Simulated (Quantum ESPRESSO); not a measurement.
Ca2H3Br is taken in the trigonal space group P-3m1 (No. 164), Pearson symbol hP6. Conventional cell: a = b = 3.9029 Å, c = 6.8535 Å, α = β = 90.00°, γ = 120.00°. H1 on 2d is coordinated by 4 Ca at 2.267–2.298 Å (tetrahedral). H2 on 1a is coordinated by 6 Ca at 2.588 Å (octahedral). Ca on 2d sees 4 H at 2.267–2.298 Å and 3 H at 2.588 Å and 3 Br at 3.117 Å. Br on 1b is surrounded by 6 Ca at 3.117 Å (octahedral). (Neighbours: up to the widest gap in distance over summed covalent radii, below 1.35, at either atom; cation-cation contacts left out.)

The geometry is that of Materials Project entry mp-1018656, symmetrised and not relaxed again.

Problem. What does PBEsol (Quantum ESPRESSO, PseudoDojo norm-conserving, 72 Ry, no spin-orbit coupling) give for the electronic structure near the Fermi level?

Solution. The PBEsol gap is indirect, 1.38 eV, from A to 50 % of the way from H to A; the smallest direct gap is 1.69 eV. Spin-orbit splittings are left out.

The structure is a Materials Project entry; no match was found in the copy of COD used, and its stability was not checked.
